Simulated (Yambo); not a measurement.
Absorption of KI (rock salt, space group Fm-3m, No. 225) under isotropic strain of +2 % on all lattice vectors with and without the electron-hole interaction (Yambo, PBEsol bands; 8×8×8 mesh, 3 valence and 6 conduction bands, static screening with 40 bands and a 4 Ry block, scissor 2.31 eV, Tamm-Dancoff; field along x).

```json
[
 {"E (eV)": "4.47", "Im ε, BSE": "0.24", "Im ε, independent quasiparticles": "0.05"},
 {"E (eV)": "4.57", "Im ε, BSE": "0.28", "Im ε, independent quasiparticles": "0.05"},
 {"E (eV)": "4.67", "Im ε, BSE": "0.34", "Im ε, independent quasiparticles": "0.06"},
 {"E (eV)": "4.77", "Im ε, BSE": "0.42", "Im ε, independent quasiparticles": "0.06"},
 {"E (eV)": "4.87", "Im ε, BSE": "0.54", "Im ε, independent quasiparticles": "0.06"},
 {"E (eV)": "4.97", "Im ε, BSE": "0.73", "Im ε, independent quasiparticles": "0.07"},
 {"E (eV)": "5.07", "Im ε, BSE": "1.04", "Im ε, independent quasiparticles": "0.07"},
 {"E (eV)": "5.17", "Im ε, BSE": "1.64", "Im ε, independent quasiparticles": "0.08"},
 {"E (eV)": "5.27", "Im ε, BSE": "2.89", "Im ε, independent quasiparticles": "0.09"},
 {"E (eV)": "5.37", "Im ε, BSE": "5.24", "Im ε, independent quasiparticles": "0.10"},
 {"E (eV)": "5.47", "Im ε, BSE": "6.17", "Im ε, independent quasiparticles": "0.11"},
 {"E (eV)": "5.57", "Im ε, BSE": "4.15", "Im ε, independent quasiparticles": "0.12"},
 {"E (eV)": "5.67", "Im ε, BSE": "3.15", "Im ε, independent quasiparticles": "0.13"},
 {"E (eV)": "5.77", "Im ε, BSE": "3.25", "Im ε, independent quasiparticles": "0.16"},
 {"E (eV)": "5.87", "Im ε, BSE": "2.79", "Im ε, independent quasiparticles": "0.20"},
 {"E (eV)": "5.97", "Im ε, BSE": "2.11", "Im ε, independent quasiparticles": "0.26"},
 {"E (eV)": "6.07", "Im ε, BSE": "2.08", "Im ε, independent quasiparticles": "0.33"},
 {"E (eV)": "6.17", "Im ε, BSE": "2.69", "Im ε, independent quasiparticles": "0.35"},
 {"E (eV)": "6.27", "Im ε, BSE": "3.90", "Im ε, independent quasiparticles": "0.42"},
 {"E (eV)": "6.38", "Im ε, BSE": "4.98", "Im ε, independent quasiparticles": "0.62"},
 {"E (eV)": "6.48", "Im ε, BSE": "4.67", "Im ε, independent quasiparticles": "0.90"},
 {"E (eV)": "6.58", "Im ε, BSE": "4.69", "Im ε, independent quasiparticles": "0.98"},
 {"E (eV)": "6.68", "Im ε, BSE": "5.19", "Im ε, independent quasiparticles": "0.87"},
 {"E (eV)": "6.78", "Im ε, BSE": "4.04", "Im ε, independent quasiparticles": "0.78"},
 {"E (eV)": "6.88", "Im ε, BSE": "2.83", "Im ε, independent quasiparticles": "0.83"},
 {"E (eV)": "6.98", "Im ε, BSE": "2.44", "Im ε, independent quasiparticles": "1.06"},
 {"E (eV)": "7.08", "Im ε, BSE": "2.43", "Im ε, independent quasiparticles": "1.33"},
 {"E (eV)": "7.18", "Im ε, BSE": "2.32", "Im ε, independent quasiparticles": "1.58"},
 {"E (eV)": "7.28", "Im ε, BSE": "2.54", "Im ε, independent quasiparticles": "2.01"},
 {"E (eV)": "7.38", "Im ε, BSE": "2.84", "Im ε, independent quasiparticles": "1.89"},
 {"E (eV)": "7.48", "Im ε, BSE": "2.94", "Im ε, independent quasiparticles": "1.79"},
 {"E (eV)": "7.58", "Im ε, BSE": "3.13", "Im ε, independent quasiparticles": "2.09"},
 {"E (eV)": "7.68", "Im ε, BSE": "3.55", "Im ε, independent quasiparticles": "2.70"},
 {"E (eV)": "7.78", "Im ε, BSE": "3.52", "Im ε, independent quasiparticles": "3.79"},
 {"E (eV)": "7.88", "Im ε, BSE": "3.36", "Im ε, independent quasiparticles": "4.86"},
 {"E (eV)": "7.98", "Im ε, BSE": "3.40", "Im ε, independent quasiparticles": "5.13"},
 {"E (eV)": "8.08", "Im ε, BSE": "3.39", "Im ε, independent quasiparticles": "5.11"},
 {"E (eV)": "8.18", "Im ε, BSE": "3.12", "Im ε, independent quasiparticles": "5.63"},
 {"E (eV)": "8.28", "Im ε, BSE": "2.99", "Im ε, independent quasiparticles": "5.55"},
 {"E (eV)": "8.38", "Im ε, BSE": "3.15", "Im ε, independent quasiparticles": "5.41"},
 {"E (eV)": "8.48", "Im ε, BSE": "3.94", "Im ε, independent quasiparticles": "5.48"},
 {"E (eV)": "8.58", "Im ε, BSE": "5.41", "Im ε, independent quasiparticles": "5.28"},
 {"E (eV)": "8.68", "Im ε, BSE": "6.07", "Im ε, independent quasiparticles": "4.55"},
 {"E (eV)": "8.78", "Im ε, BSE": "5.48", "Im ε, independent quasiparticles": "3.87"},
 {"E (eV)": "8.88", "Im ε, BSE": "4.38", "Im ε, independent quasiparticles": "3.57"},
 {"E (eV)": "8.99", "Im ε, BSE": "3.72", "Im ε, independent quasiparticles": "3.68"},
 {"E (eV)": "9.09", "Im ε, BSE": "3.28", "Im ε, independent quasiparticles": "3.54"},
 {"E (eV)": "9.19", "Im ε, BSE": "3.14", "Im ε, independent quasiparticles": "3.44"},
 {"E (eV)": "9.29", "Im ε, BSE": "2.82", "Im ε, independent quasiparticles": "3.38"},
 {"E (eV)": "9.39", "Im ε, BSE": "2.42", "Im ε, independent quasiparticles": "3.65"},
 {"E (eV)": "9.49", "Im ε, BSE": "2.14", "Im ε, independent quasiparticles": "4.22"},
 {"E (eV)": "9.59", "Im ε, BSE": "2.02", "Im ε, independent quasiparticles": "4.70"},
 {"E (eV)": "9.69", "Im ε, BSE": "2.12", "Im ε, independent quasiparticles": "5.38"},
 {"E (eV)": "9.79", "Im ε, BSE": "2.29", "Im ε, independent quasiparticles": "5.34"},
 {"E (eV)": "9.89", "Im ε, BSE": "2.21", "Im ε, independent quasiparticles": "5.12"},
 {"E (eV)": "9.99", "Im ε, BSE": "1.96", "Im ε, independent quasiparticles": "4.96"},
 {"E (eV)": "10.09", "Im ε, BSE": "1.81", "Im ε, independent quasiparticles": "4.55"},
 {"E (eV)": "10.19", "Im ε, BSE": "1.67", "Im ε, independent quasiparticles": "4.17"},
 {"E (eV)": "10.29", "Im ε, BSE": "1.54", "Im ε, independent quasiparticles": "3.85"},
 {"E (eV)": "10.39", "Im ε, BSE": "1.36", "Im ε, independent quasiparticles": "3.55"},
 {"E (eV)": "10.49", "Im ε, BSE": "1.12", "Im ε, independent quasiparticles": "3.29"},
 {"E (eV)": "10.59", "Im ε, BSE": "0.97", "Im ε, independent quasiparticles": "3.11"},
 {"E (eV)": "10.69", "Im ε, BSE": "0.86", "Im ε, independent quasiparticles": "3.20"},
 {"E (eV)": "10.79", "Im ε, BSE": "0.79", "Im ε, independent quasiparticles": "3.63"},
 {"E (eV)": "10.89", "Im ε, BSE": "0.74", "Im ε, independent quasiparticles": "3.60"},
 {"E (eV)": "10.99", "Im ε, BSE": "0.65", "Im ε, independent quasiparticles": "3.09"},
 {"E (eV)": "11.09", "Im ε, BSE": "0.52", "Im ε, independent quasiparticles": "2.73"},
 {"E (eV)": "11.19", "Im ε, BSE": "0.42", "Im ε, independent quasiparticles": "2.49"},
 {"E (eV)": "11.29", "Im ε, BSE": "0.37", "Im ε, independent quasiparticles": "2.38"},
 {"E (eV)": "11.39", "Im ε, BSE": "0.33", "Im ε, independent quasiparticles": "2.35"}
]
```

The scissor comes from a G0W0 run whose convergence isn't established. Broadening 0.15 eV. The band window holds all transitions up to 11.7 eV. Fine structure above the onset can come from the mesh.

Spin-orbit coupling is left out, which matters for elements this heavy: edges can move by tenths of an eV.

Geometry strained from the cell relaxed with PBEsol, atoms relaxed again; primitive cell a = b = c = 5.052 Å, α = β = γ = 60.00°.
